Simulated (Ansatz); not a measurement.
Two Ansatz runs on PbO

The cell is a measured one (Crystallography Open Database entry 9012700); the temperature and pressure of the measurement aren't taken into account, and nothing was relaxed.

First run: DFT, PBE, all-electron LAPW, scalar-relativistic (Ansatz 0.2.0).

Command: `ansatz run input.yaml --threads 1 --pin off --max-ram 4096MiB --backend cpu --events-out ev --progress --plain --runs-dir out` The run took 3.3 min on 1 thread of Arm Neoverse V1, on a shared host, peak memory 0.67 GiB.

```yaml
crystal:
  lattice:
    - [3.9744, 0.0, 0.0]
    - [0.0, 3.9744, 0.0]
    - [0.0, 0.0, 5.022]
  atoms:
    - { symbol: Pb, position: [0.0, 0.5, 0.2351] }
    - { symbol: Pb, position: [0.5, 0.0, 0.7649] }
    - { symbol: O, position: [0.0, 0.0, 0.0] }
    - { symbol: O, position: [0.5, 0.5, 0.0] }
kpoints:
  mp_grid: { grid: [7, 7, 6] }
  band_path:
    path:
      - [0.0, 0.0, 0.0]
      - [0.0, 0.5, 0.0]
      - [0.5, 0.5, 0.0]
      - [0.0, 0.0, 0.0]
      - [0.0, 0.0, 0.5]
      - [0.0, 0.5, 0.5]
      - [0.5, 0.5, 0.5]
      - [0.0, 0.0, 0.5]
      - [0.0, 0.5, 0.0]
    npoints: 14
scf:
  occupations: { method: fermi_dirac, width: 0.03 }
hamiltonian:
  xc: pbe
  pseudopotentials: { kind: all_electron, lapw: { basis_error: 0.001 } }
output:
  forces: true
  stress: true
  eigenvalues: true
  fatbands: true
  populations: true
  dos: { projected: true, de: 0.2, e_range: [-14, 8] }
```

Result: converged; pressure 4.89 GPa; largest force 0.455 eV/Å; gap on the k mesh 1.50 eV (the mesh can miss the band edges); 11 SCF iterations.

Spin–orbit coupling is left out, though it moves levels of the heavy atoms by tenths of an eV or more.

The input is then changed:

```diff
@@ -28,10 +28,9 @@
   xc: pbe
   pseudopotentials: { kind: all_electron, lapw: { basis_error: 0.001 } }
+  dispersion: d3bj
 output:
   forces: true
   stress: true
   eigenvalues: true
-  fatbands: true
   populations: true
-  dos: { projected: true, de: 0.2, e_range: [-14, 8] }
```

(1) Predict the outcome of the changed run.

Results:

(1) It converged; pressure 2.95 GPa; largest force 0.469 eV/Å; gap on the k mesh 1.50 eV (the mesh can miss the band edges); 11 SCF iterations.
